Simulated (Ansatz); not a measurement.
## Does relaxation matter for the field gradients of K₂SrNiN₆O₁₂?

Start: an entry of the Crystallography Open Database (COD), taken as it stands.

```cif
data_K2SrNiN6O12
_symmetry_space_group_name_H-M 'Fm-3'
_symmetry_Int_Tables_number 202
_cell_length_a 10.5063
_cell_length_b 10.5063
_cell_length_c 10.5063
_cell_angle_alpha 90.000
_cell_angle_beta 90.000
_cell_angle_gamma 90.000
loop_
_atom_site_label
_atom_site_type_symbol
_atom_site_symmetry_multiplicity
_atom_site_Wyckoff_symbol
_atom_site_fract_x
_atom_site_fract_y
_atom_site_fract_z
K K 8 c 0.2500 0.7500 0.2500
Sr Sr 4 b 0.5000 0.5000 0.5000
Ni Ni 4 a 0.0000 0.0000 0.0000
N N 24 e 0.5000 0.8022 0.5000
O O 48 h 0.5000 0.7396 0.6010
```

One atom of each set is listed; the run and its k-mesh use a cell of 22 atoms with edges of 7.43, 7.43, 7.43 Å.

The numbers come from a DFT calculation in Ansatz (PBE, plane waves and PAW, scalar-relativistic, collinear spin, 420 eV cutoff, Γ-centred 4×4×4 k-points, Fermi–Dirac smearing 0.02 eV). Start moments as typed (μB): 2 on each Ni, none on the rest.

The largest force at the start is 0.56 eV/Å. Relaxing the ions at fixed cell moves them by 0.013 Å at most (atom 13, O) and 0.010 Å rms. End positions:

K (0.2500, 0.7500, 0.2500)
Sr (0.5000, 0.5000, 0.5000)
Ni (0.0000, 0.0000, 0.0000)
N (0.5000, 0.8027, 0.5000)
O (0.5000, 0.7403, 0.6020)

| site | moved (Å) | first shell before | first shell after | V_zz before (10²¹ V/m²) | η before |
| --- | --- | --- | --- | --- | --- |
| N | 0.005 | 2 O at 1.25 Å, 1 Ni at 2.08 Å | 2 O at 1.26 Å, 1 Ni at 2.07 Å | -8.96 | 0.21 |
| O | 0.013 | 1 N at 1.25 Å | 1 N at 1.26 Å | -19.17 | 0.61 |

Q: What are V_zz and η after the relaxation?

A: 

```csv
site,V_zz after,η after,change of V_zz
N,-8.96,0.20,0.00
O,-19.20,0.62,-0.03
```

The largest change of V_zz is on O, from -19.17 to -19.20. Sites without a gradient aren't listed.

All moments are parallel here, as the start or the cell imposes; many such compounds order antiparallel, where fields and spin densities carried over to other atoms largely cancel. The magnetic order is the one that the run reached from its start moments, not necessarily the measured one.
